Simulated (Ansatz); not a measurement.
## HfIn4SiO6: changing the Hubbard U on Hf d

```cif
data_structure
_symmetry_space_group_name_H-M 'P1'
_symmetry_Int_Tables_number 1
_cell_length_a 5.6987
_cell_length_b 6.1487
_cell_length_c 7.3080
_cell_angle_alpha 98.488
_cell_angle_beta 111.851
_cell_angle_gamma 96.546
_cell_volume 231.05
loop_
_atom_site_label
_atom_site_type_symbol
_atom_site_symmetry_multiplicity
_atom_site_Wyckoff_symbol
_atom_site_fract_x
_atom_site_fract_y
_atom_site_fract_z
_atom_site_occupancy
Hf1 Hf 1 a 0.11793 0.01556 0.13292 1
In1 In 1 a 0.38842 0.99901 0.72891 1
In2 In 1 a 0.75865 0.00842 0.49586 1
In3 In 1 a 0.23461 0.48841 0.53300 1
In4 In 1 a 0.59649 0.48211 0.20528 1
Si1 Si 1 a 0.86778 0.44029 0.85544 1
O1 O 1 a 0.55316 0.38738 0.79290 1
O2 O 1 a 0.93454 0.38483 0.65596 1
O3 O 1 a 0.98414 0.26218 0.00347 1
O4 O 1 a 0.99083 0.69806 0.98452 1
O5 O 1 a 0.08665 0.06493 0.39374 1
O6 O 1 a 0.48680 0.10883 0.21799 1
```

The cell comes from a database or a generator and needn't be the stable form of this composition.

Kept alike: task projected density of states; functional PBE; k mesh 5 × 5 × 4; occupations fermi-dirac, width 0.05 eV; no spin polarisation. Program: Ansatz, Ansatz PAW, cutoff 420 eV. The mesh is that of the run's cell of 12 atoms. No spin-orbit coupling.

| Hubbard U on Hf d, U (eV) | pressure (GPa) |
| --- | --- |
| 2 | 0.32 |
| 4 | 0.68 |
| 6 | 1.08 |
| 8 | 1.53 |

Pressure is positive in compression, with a Pulay correction for the finite cutoff. U acts here on a shell without spin polarisation. How U acts hangs on the program's projectors. U is the effective U - J on orthogonalised atomic projectors. Double counting: fully localised limit (the default).

The pressure rises from 0.32 to 1.53 GPa between 2 and 8 eV. U localises the shell and weakens its bonds, so the cell pushes outwards.
